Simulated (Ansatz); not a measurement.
ZrTa:
```
CELL_PARAMETERS angstrom
      3.44148     0.00000     0.00000
      0.00000     3.44148     0.00000
      0.00000     0.00000     3.44148
ATOMIC_POSITIONS crystal
  Ta 0.00000 0.00000 0.00000
  Zr 0.50000 0.50000 0.50000
```

Relaxed with PBE. Special points in fractions of this cell's reciprocal vectors: Γ (0.000, 0.000, 0.000); X (0.000, 0.500, 0.000); M (0.500, 0.500, 0.000); R (0.500, 0.500, 0.500).

Task: List the band energies nearest the Fermi level at these points for plane-wave PAW PBE with spin–orbit coupling (Ansatz code).

Result: In eV from the Fermi level; about four levels below and three above (degenerate sets whole), none deeper than 8.9 eV; points with the same levels are listed once.

```tsv
k	below	above
Γ	-3.13 -3.13 -3.13 -3.13	0.84 0.84 0.84 0.84
X	-0.93 -0.93 -0.19 -0.19	0.96 0.96 1.25 1.25
M	-1.13 -1.13 -1.03 -1.03	1.33 1.33 1.88 1.88
R	-0.66 -0.66 -0.66 -0.66	4.26 4.26 4.26 4.26
```

Space group Pm-3m (CsCl type). The start of the workflow was typed in or built on a structure type; neither database checked (COD, Materials Project) lists it. Whether it is the stable phase at ambient conditions was not checked. Symmetry was held in the PBE relaxation; whether a distortion lowers the energy is not shown. The run is not spin-polarised. Its formation energy is positive at this level, so the cell may be metastable or incomplete.

Potentials: the later of the program's two PAW sets.
